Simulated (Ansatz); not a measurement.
Ag$_{2}$S:
```cif
data_Ag4S2
_chemical_formula_sum 'Ag4 S2'
_space_group_name_H-M_alt 'P 1'
_space_group_IT_number 1
_cell_length_a 4.10238
_cell_length_b 4.10238
_cell_length_c 6.97634
_cell_angle_alpha 90.000
_cell_angle_beta 90.000
_cell_angle_gamma 111.062
loop_
_space_group_symop_operation_xyz
  'x, y, z'
loop_
_atom_site_label
_atom_site_type_symbol
_atom_site_fract_x
_atom_site_fract_y
_atom_site_fract_z
_atom_site_occupancy
Ag1 Ag 0.49997 0.50003 0.54166 1
Ag2 Ag 0.50003 0.49997 0.04166 1
Ag3 Ag 0.87686 0.12314 0.29171 1
Ag4 Ag 0.12314 0.87686 0.79171 1
S1 S 0.26080 0.73920 0.29163 1
S2 S 0.73920 0.26080 0.79163 1
```

Relaxed with LDA.

Problem. Give the optical modes at the zone centre with their infrared activity from DFPT, LDA in the plane-wave PAW code Ansatz.

Solution. Transverse frequencies, without the LO–TO term; a row sums one degenerate level.

| ω (cm⁻¹) | degeneracy | IR ((D/Å)²/amu) | activity |
|---|---|---|---|
| 39 | 1 | 0.71 | IR |
| 40 | 1 | 0.00 | IR-inactive |
| 40 | 1 | 0.03 | IR |
| 44 | 1 | 0.00 | IR-inactive |
| 45 | 1 | 0.00 | IR-inactive |
| 54 | 1 | 0.07 | IR |
| 59 | 1 | 0.82 | IR |
| 61 | 1 | 0.00 | IR-inactive |
| 115 | 1 | 1.03 | IR |
| 246 | 1 | 0.00 | IR-inactive |
| 262 | 1 | 6.74 | IR |
| 264 | 1 | 0.00 | IR-inactive |
| 269 | 1 | 0.00 | IR-inactive |
| 291 | 1 | 3.80 | IR |
| 298 | 1 | 4.42 | IR |

Problem. How high does the top mode go among those that the LO–TO term moves?

Solution. 280 cm⁻¹ for q along x, 310 cm⁻¹ for q along y, 303 cm⁻¹ for q along z.

Space group Cmcm. The first step of the workflow began from a Materials Project structure, measured or hypothetical; the Crystallography Open Database copy checked does not list it. COD files the formula under space group No. 4, 14, so this cell is another polymorph or a model. Whether it is the stable phase at ambient conditions was not checked. The LDA relaxation kept the symmetry of its start; of distortions, only those at the zone centre were tested. No spin polarisation was allowed.

Potentials: the later of the program's two PAW sets.
